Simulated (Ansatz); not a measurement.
## Structures of SnC$_{2}$: which is lowest?

Plane-wave DFT in Ansatz with scalar-relativistic PAW potentials, cutoff 420 eV, Γ-centred meshes chosen by cell and gap, Gaussian smearing with energies taken to zero width. Every cell was relaxed (cell and atoms) in a run of its own, within the symmetry of its start. Functional: PBE.

Relaxed structures (starts from databases or built by putting these elements on another compound's sites):
A. Pnnm, 6 atoms in the computed cell, a = 4.333 Å, b = 5.430 Å, c = 3.448 Å; sites (symmetry × multiplicity) Sn ..2/m × 2, C ..m × 4; start: built
B. I4/mmm, 3 atoms in the computed cell, a = 4.070 Å, c = 6.597 Å; sites (symmetry × multiplicity) Sn 4/mmm × 2, C 4mm × 4; start: built

Rank them by energy. Could pressure change the order?

| structure | group | E − E(lowest) (meV/atom) | V (Å³/atom) | gap on mesh (eV) |
| --- | --- | --- | --- | --- |
| A | Pnnm | 0.0 | 13.52 | 0.00 |
| B | I4/mmm | 336 | 18.21 | 0.95 |

A is lowest, 336 meV/atom under B. The lowest is also the densest of these, so pressure wouldn't bring one of the others in at first order. Other structures may lie lower than all of these, and vibrations aren't counted.